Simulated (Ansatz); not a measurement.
# Computed properties of Sb₂Au

Sb2Au:
```yaml
crystal:
  lattice:
    - [6.73485, 0.00000, 0.00000]
    - [0.00000, 6.73485, 0.00000]
    - [0.00000, 0.00000, 6.73485]
  atoms:
    - { symbol: Sb, position: [0.37650, 0.12350, 0.87650] }
    - { symbol: Sb, position: [0.62350, 0.87650, 0.12350] }
    - { symbol: Sb, position: [0.12350, 0.87650, 0.37650] }
    - { symbol: Sb, position: [0.87650, 0.12350, 0.62350] }
    - { symbol: Sb, position: [0.87650, 0.37650, 0.12350] }
    - { symbol: Sb, position: [0.12350, 0.62350, 0.87650] }
    - { symbol: Sb, position: [0.62350, 0.62350, 0.62350] }
    - { symbol: Sb, position: [0.37650, 0.37650, 0.37650] }
    - { symbol: Au, position: [0.00000, 0.50000, 0.50000] }
    - { symbol: Au, position: [0.50000, 0.50000, 0.00000] }
    - { symbol: Au, position: [0.50000, 0.00000, 0.50000] }
    - { symbol: Au, position: [0.00000, 0.00000, 0.00000] }
```

Space group Pa-3 (No. 205); conventional cell a = b = c = 6.735 Å, α = β = γ = 90.00°.

Method: r²SCAN in the plane-wave PAW code Ansatz. Geometry: relaxed at this level of theory. Other levels are named where they apply.

Cell and energy:

```json
{
 "volume_per_atom": "25.46 Å³",
 "density": "9.58 g/cm³",
 "Formation energy from the elements (no fitted shifts)": "-0.057 eV/atom"
}
```

Electronic structure:

```json
{
 "electronic_character": "metallic (no gap)",
 "Density of states at the Fermi level": "0.37 states/eV per atom (mean over ±0.08 eV)",
 "Gap with spin–orbit coupling": "none (metallic)"
}
```

Mechanics:

```json
{
  "Bulk modulus (Birch–Murnaghan fit)": "81.0 GPa",
  "Pressure derivative B′": "5.3",
  "Elastic constants (relaxed ions, GPa)": "C11 = 132, C12 = 55.5, C44 = 25.1",
  "mechanical_stability": "stable (all eigenvalues of C positive)",
  "hill_bulk_and_shear_moduli": "81.0 and 29.7 GPa",
  "Young's modulus": "79.5 GPa",
  "Poisson's ratio": "0.34",
  "debye_temperature_from_the_elastic_constants": "200 K"
}
```

Charges:

```json
{
  "bader_charges": "Sb +0.33, Au -0.67 e"
}
```

The workflow started from a Materials Project entry (that database holds measured and hypothetical structures alike); the Crystallography Open Database files this formula in space group No. 205, but the cells were not matched. Its standing as an ambient phase is unchecked. The cell was relaxed with r²SCAN under the symmetry of its start; its stability against distortions is not shown here. As this level gives no gap, shear constants depend on the k-mesh and smearing (Fermi–Dirac, 0.1 eV here). The references are the lowest solids computed at this level, not always the standard phases. Spin–orbit coupling is left out wherever it is not named.

Potentials: the later of the program's two PAW sets.
